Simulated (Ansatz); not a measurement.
A generator proposed this cell of MgSe3.

```
CELL_PARAMETERS angstrom
3.52668 0.00000 0.00000
-1.76334 3.05419 0.00000
0.00000 0.00000 7.09503
ATOMIC_POSITIONS crystal
Mg 0.00000 0.00000 0.00000
Se 0.50000 0.00000 0.50000
Se 0.00000 0.50000 0.50000
Se 0.50000 0.50000 0.50000
```

Level of theory: Ansatz, DFT PBE, scalar-relativistic, plane waves, PAW. Cutoff 420 eV; k points 6×6×4 on the computed 4-atom cell (Γ-centred); Gaussian smearing, width 0.10 eV; no spin polarisation.

The zero of energy is the elements' standard structures at the same level; no fitted shifts are applied.

Question: Estimate its pressure, forces and energy as it stands.

Answer: The pressure is 213.0 GPa (the mean over three directions, positive in compression), the largest force is 0.00 eV/Å (symmetry fixes the atoms), and the energy is +11.50 eV/atom against the elements. The shortest distance is 1.76 Å.

Question: Is it a good guess?

Answer: A poor one: relaxing gains about 11.5 eV/atom (the start's value is from the coarse mesh, so the gain is rough) in 36 ionic steps and ends at +0.03 eV/atom on the finer mesh. The symmetry stays P6/mmm (No. 191). The volume per atom grows by 22.6 %, from 19.1 to 23.4 Å³. The shortest distance goes from 1.76 Å (Se–Se) to 2.75 Å (Se–Se). The ratio c/a of the conventional cell changes by a factor of 0.32. Conventional cell: a = 5.494 Å, c = 3.585 Å. Mg has 12 Se at 3.28 Å and 2 Mg at 3.59 Å; Se has 4 Se at 2.75 Å, 4 Mg at 3.28 Å and 2 Se at 3.59 Å.

The last run used a 12×12×14 mesh (in the run's order of axes) for its 4-atom cell and Gaussian smearing of 0.10 eV. For metals, differences of a few meV/atom aren't resolved. The reference form of Se is held partly by dispersion forces, which this level lacks. The relaxation can't lower the symmetry of the start, and the grade says only how near the guess is to its own end. Symmetry constrained the relaxation, so the result can be a saddle point.
